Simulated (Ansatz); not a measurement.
One crystal and one scan (frozen-phonon scan) at two levels, PBE (plane waves to 420 eV, PAW, scalar-relativistic; Ansatz, an electronic-structure program) and r2SCAN (plane waves to 500 eV, PAW, scalar-relativistic; Ansatz), each from its own relaxed cell and on its own mesh. The cell shown is that of PBE.

LiF (rock salt)

```yaml
crystal:
  lattice:
    - [0.00000, 4.06787, 4.06787]
    - [2.03393, 2.03393, 4.06787]
    - [2.03393, 2.03393, 0.00000]
  atoms:
    - { symbol: F, position: [0.00000, 0.00000, 0.00000] }
    - { symbol: F, position: [0.50000, 0.00000, 0.00000] }
    - { symbol: Li, position: [0.00000, 0.50000, 0.50000] }
    - { symbol: Li, position: [0.50000, 0.50000, 0.50000] }
```

A phonon eigenvector at X = (0.5, 0.5, 0.0) is frozen into this cell: atom i moves by Q times the vector below, so Q is the largest atomic displacement, in Å. The cell is held. It is one choice among 2 degenerate patterns. (q is in reciprocal vectors of the primitive cell; the cell shown is doubled to hold the pattern.)

```json
[
 {"atom": "F1", "x": "0.000", "y": "1.000", "z": "0.000"},
 {"atom": "F2", "x": "0.000", "y": "-1.000", "z": "0.000"},
 {"atom": "Li3", "x": "0.000", "y": "-0.420", "z": "0.000"},
 {"atom": "Li4", "x": "0.000", "y": "0.420", "z": "0.000"}
]
```

LiF was relaxed with its symmetry unable to fall. Both scans cover Q from -0.100 to 0.100 Å.

ΔE (meV/cell), each from the undisplaced structure of its own level:

| Q (Å) | PBE | r2SCAN |
|---|---|---|
| -0.100 | 42.8 | 51.5 |
| -0.083 | 29.7 | 35.7 |
| -0.067 | 19.0 | withheld |
| -0.050 | 10.7 | 12.8 |
| -0.033 | 4.7 | 5.7 |
| -0.017 | 1.2 | 1.4 |
| 0.000 | 0.0 | 0.0 |
| 0.017 | 1.2 | 1.4 |
| 0.033 | 4.7 | 5.7 |
| 0.050 | 10.7 | 12.8 |
| 0.067 | 19.0 | withheld |
| 0.083 | 29.7 | 35.7 |
| 0.100 | 42.8 | 51.5 |

Problem. Estimate the r2SCAN value at -0.067 from the PBE value there and the ratio of the two levels in the two nearest given rows on that side of the minimum.

Solution. At -0.083 and -0.050 the ratio r2SCAN/PBE averages 1.199, which gives 1.199 × 19.0 = 22.8 meV/cell. The calculation gives 22.8 meV/cell, +20.0 % against PBE.

(For displaced atoms, the force is minus the slope of the energy, and its curvature is a force constant, which sets phonon frequencies.)
